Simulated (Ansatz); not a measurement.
Starting cell, WSe$_{2}$ (2H-MoS2 type, space group P6_3/mmc):

```yaml
crystal:
  lattice:
    - [3.29989, 0.00000, 0.00000]
    - [-1.64994, 2.85779, 0.00000]
    - [0.00000, 0.00000, 13.15129]
  atoms:
    - { symbol: W, position: [0.33333, 0.66667, 0.25000] }
    - { symbol: W, position: [0.66667, 0.33333, 0.75000] }
    - { symbol: Se, position: [0.33333, 0.66667, 0.62336] }
    - { symbol: Se, position: [0.66667, 0.33333, 0.12336] }
    - { symbol: Se, position: [0.66667, 0.33333, 0.37664] }
    - { symbol: Se, position: [0.33333, 0.66667, 0.87664] }
```

In this cell atom 1 (W, nearest neighbour Se at 2.531 Å; its periodic images, 3.3 Å or more away, move with it) is moved by s along Cartesian [110], unit vector (0.707, 0.707, 0.000); all other atoms and the cell stay fixed.

The numbers are results of r2SCAN+rVV10 (plane waves to 500 eV, PAW, scalar-relativistic; Ansatz, a quantum-chemistry and plane-wave program), not measurements. k mesh 9×9×2 (Γ-centred), Fermi-Dirac smearing 0.05 eV. Compression counts positive. As the smearing reaches across the gap at some points, energies and forces of such displacements shift with the k mesh and the smearing. F⊥ is the part of the force across the line. Spin-orbit coupling is left out, though W is heavy. WSe2 is run without spin polarisation. WSe2 was relaxed with its symmetry unable to fall. 

```csv
s (Å),|F⊥| (eV/Å),P (GPa)
-0.510,1.286,8.1
-0.408,0.707,5.1
-0.306,0.367,2.8
-0.204,0.154,1.2
-0.102,0.037,0.3
0.000,0.000,0.0
0.102,0.037,0.3
0.204,0.150,1.1
0.306,(withheld),2.3
0.408,0.607,3.8
0.510,(withheld),5.6
```

Q: Some entries are withheld; supply them.

A: 
- 0.306, |F⊥| (eV/Å): 0.339
- 0.510, |F⊥| (eV/Å): 0.931

(For displaced atoms, the force is minus the slope of the energy, and its curvature is a force constant, which sets phonon frequencies.)
